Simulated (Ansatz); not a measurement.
# Barrier of one jump, Li in Si

All numbers below come from DFT LDA, scalar-relativistic, plane waves, PAW in Ansatz. Settings: 420 eV cutoff, 2×2×2 k-mesh, shifted by half a step, Gaussian smearing of 0.02 eV, no spin polarisation.

In a supercell of 32 host sites with charge +1, interstitial Li hops to an equivalent place, moving 2.34 Å between the relaxed ends. Climbing-image nudged elastic band at fixed cell with images 0 (start) to 6 (end), the path measured over all atoms, converged to 0.05 eV/Å; the order of the saddle wasn't checked, and the small cell leaves errors of about a tenth of an eV.

Start:

```yaml
crystal:
  lattice:
    - [-5.40194, -5.40194, 5.40194]
    - [5.40194, -5.40194, -5.40194]
    - [5.40194, 5.40194, 5.40194]
  atoms:
    - { symbol: Si, position: [0.24936, 0.74900, 0.74900] }
    - { symbol: Si, position: [0.00000, 0.74147, 0.99999] }
    - { symbol: Si, position: [0.49964, 0.49963, 0.75066] }
    - { symbol: Si, position: [0.25099, 0.50035, 0.99999] }
    - { symbol: Si, position: [0.00000, 0.50036, 0.25101] }
    - { symbol: Si, position: [0.74901, 0.74900, 0.24936] }
    - { symbol: Si, position: [0.49964, 0.75067, 0.49963] }
    - { symbol: Si, position: [0.00000, 0.99999, 0.74145] }
    - { symbol: Si, position: [0.74901, 0.24937, 0.74900] }
    - { symbol: Si, position: [0.50036, 0.25103, 0.99999] }
    - { symbol: Si, position: [0.25860, 0.25859, 0.25859] }
    - { symbol: Si, position: [0.00000, 0.25102, 0.50036] }
    - { symbol: Si, position: [0.75064, 0.49964, 0.49964] }
    - { symbol: Si, position: [0.74141, 0.99999, 0.99999] }
    - { symbol: Si, position: [0.50036, 0.99999, 0.25101] }
    - { symbol: Si, position: [0.25099, 0.99999, 0.50035] }
    - { symbol: Si, position: [0.24999, 0.75000, 0.50000] }
    - { symbol: Si, position: [0.00000, 0.74906, 0.74905] }
    - { symbol: Si, position: [0.50640, 0.50642, 0.50641] }
    - { symbol: Si, position: [0.25000, 0.50000, 0.75000] }
    - { symbol: Si, position: [0.00000, 0.49365, 0.00002] }
    - { symbol: Si, position: [0.74906, 0.74906, 0.00000] }
    - { symbol: Si, position: [0.50000, 0.74998, 0.24998] }
    - { symbol: Si, position: [0.00000, 0.00003, 0.49364] }
    - { symbol: Si, position: [0.75000, 0.25000, 0.50000] }
    - { symbol: Si, position: [0.50000, 0.24998, 0.74998] }
    - { symbol: Si, position: [0.25094, 0.25094, 0.00000] }
    - { symbol: Si, position: [0.00000, 0.25093, 0.25093] }
    - { symbol: Si, position: [0.75000, 0.50001, 0.25000] }
    - { symbol: Si, position: [0.74906, 0.00000, 0.74906] }
    - { symbol: Si, position: [0.49361, 0.00003, 0.00002] }
    - { symbol: Si, position: [0.25094, 0.00001, 0.25094] }
    - { symbol: Li, position: [0.00003, 0.00011, 0.00009] }
```

Atom 33 jumps to (1.350, 1.351, 1.350) Å.

Q: Give the energy along the band and the structure at its top.

A:
```
image path (Å) E − E(0) (eV) Li x (Å) Li y (Å) Li z (Å) force on Li (eV/Å)
    0      0.00          0.000     0.001     0.000     0.000                0.00
    1      0.39          0.173     0.221     0.221     0.221                0.74
    2      0.79          0.493     0.448     0.448     0.448                0.70
    3      1.18          0.649     0.675     0.675     0.675                0.00
    4      1.58          0.493     0.903     0.903     0.902                0.70
    5      1.97          0.173     1.129     1.129     1.129                0.74
    6      2.36          0.000     1.350     1.351     1.350                0.00
```

Barrier 0.65 eV. Image 3:
```yaml
crystal:
  lattice:
    - [-5.40194, -5.40194, 5.40194]
    - [5.40194, -5.40194, -5.40194]
    - [5.40194, 5.40194, 5.40194]
  atoms:
    - { symbol: Si, position: [0.24844, 0.74863, 0.74865] }
    - { symbol: Si, position: [0.00000, 0.73963, 0.99609] }
    - { symbol: Si, position: [0.49350, 0.49351, 0.74467] }
    - { symbol: Si, position: [0.25137, 0.49982, 0.00002] }
    - { symbol: Si, position: [0.99999, 0.50649, 0.25117] }
    - { symbol: Si, position: [0.74965, 0.74966, 0.25018] }
    - { symbol: Si, position: [0.50018, 0.75156, 0.50020] }
    - { symbol: Si, position: [0.99999, 0.00000, 0.75046] }
    - { symbol: Si, position: [0.74863, 0.24845, 0.74865] }
    - { symbol: Si, position: [0.49981, 0.25137, 0.00001] }
    - { symbol: Si, position: [0.26038, 0.26038, 0.25647] }
    - { symbol: Si, position: [0.00000, 0.25035, 0.50053] }
    - { symbol: Si, position: [0.75155, 0.50019, 0.50020] }
    - { symbol: Si, position: [0.73962, 0.00000, 0.99609] }
    - { symbol: Si, position: [0.50648, 0.00000, 0.25116] }
    - { symbol: Si, position: [0.25034, 0.00000, 0.50053] }
    - { symbol: Si, position: [0.25137, 0.75156, 0.50135] }
    - { symbol: Si, position: [0.00000, 0.74966, 0.74947] }
    - { symbol: Si, position: [0.50649, 0.50650, 0.50533] }
    - { symbol: Si, position: [0.24844, 0.49982, 0.74980] }
    - { symbol: Si, position: [0.00000, 0.49352, 0.99884] }
    - { symbol: Si, position: [0.73962, 0.73962, 0.99353] }
    - { symbol: Si, position: [0.50018, 0.74863, 0.24998] }
    - { symbol: Si, position: [0.00000, 0.00001, 0.49954] }
    - { symbol: Si, position: [0.75155, 0.25137, 0.50135] }
    - { symbol: Si, position: [0.49981, 0.24845, 0.74980] }
    - { symbol: Si, position: [0.25034, 0.25035, 0.99982] }
    - { symbol: Si, position: [0.00000, 0.26038, 0.25391] }
    - { symbol: Si, position: [0.74863, 0.50019, 0.24999] }
    - { symbol: Si, position: [0.74965, 0.00000, 0.74947] }
    - { symbol: Si, position: [0.49351, 0.00001, 0.99883] }
    - { symbol: Si, position: [0.26037, 0.00000, 0.25391] }
    - { symbol: Li, position: [0.99999, 0.00001, 0.12500] }
```

Cost: 1 run of about 8 core-minutes, on Intel Xeon Platinum 8259CL (Skylake/Cascade Lake) (shared hosts).